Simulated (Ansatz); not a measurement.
Total density of states per atom from DFT-r²SCAN in the program Ansatz with PAW potentials, in 0.25 eV bins, energy from the Fermi level:

(E (eV), states/eV/atom): (-7.85, 0.01); (-7.60, 0.02); (-7.35, 0.04); (-7.10, 0.06); (-6.85, 0.17); (-6.60, 0.39); (-6.35, 0.46); (-6.10, 0.36); (-5.85, 0.44); (-5.60, 0.24); (-5.35, 0.29); (-5.10, 0.45); (-4.85, 0.50); (-4.60, 0.64); (-4.35, 0.54); (-4.10, 0.60); (-3.85, 0.84); (-3.60, 0.57); (-3.35, 1.25); (-3.10, 1.60); (-2.85, 1.30); (-2.60, 1.29); (-2.35, 1.29); (-2.10, 1.45); (-1.85, 1.64); (-1.60, 1.68); (-1.35, 1.73); (-1.10, 1.62); (-0.85, 1.64); (-0.60, 1.07); (-0.35, 1.17); (-0.10, 0.65); (0.15, 0.51); (0.40, 0.79); (0.65, 0.80); (0.90, 1.01); (1.15, 0.90); (1.40, 0.63); (1.65, 0.76); (1.90, 0.67); (2.15, 0.57); (2.40, 0.49); (2.65, 0.49); (2.90, 0.32); (3.15, 0.29); (3.40, 0.44); (3.65, 0.34); (3.90, 0.25); (4.15, 0.30); (4.40, 0.35); (4.65, 0.25)

Question: Pick the material that matches.
A. Li3Pb, Fm-3m (Pb on 4a, Li on 4b, Li on 8c)
B. Nb6Co16Ge7, Fm-3m (Pearson symbol cF116)
C. VW3, Fm-3m (V on 4a, W on 8c, W on 4b)
D. Co2Li5Nb5O18, P3 (Pearson symbol hP30)

Answer: B, Nb6Co16Ge7, Fm-3m (Pearson symbol cF116). Within 0.5 eV of the Fermi level: Co 3d 72 %, Nb 4d 16 %, Ge 4p 6 %. Projections are on Löwdin-orthogonalised atomic valence shells; empty p or d shells of many metals are not among them.

The first step of the workflow began from a Materials Project structure, measured or hypothetical; the Crystallography Open Database copy checked does not list it. Whether it is the stable phase at ambient conditions was not checked. Symmetry was held in the r²SCAN relaxation; its stability against distortions is not shown here. Magnetic state: ferromagnetic, chosen from 2 collinear starts compared on coarse meshes (ties went to the first, and starts can fall back to one state), not a proven ground state. Other orbital occupations within this spin state were not tried. Scalar-relativistic: spin–orbit coupling is off unless named, which matters more the heavier the elements.

Potentials: the later of the program's two PAW sets.
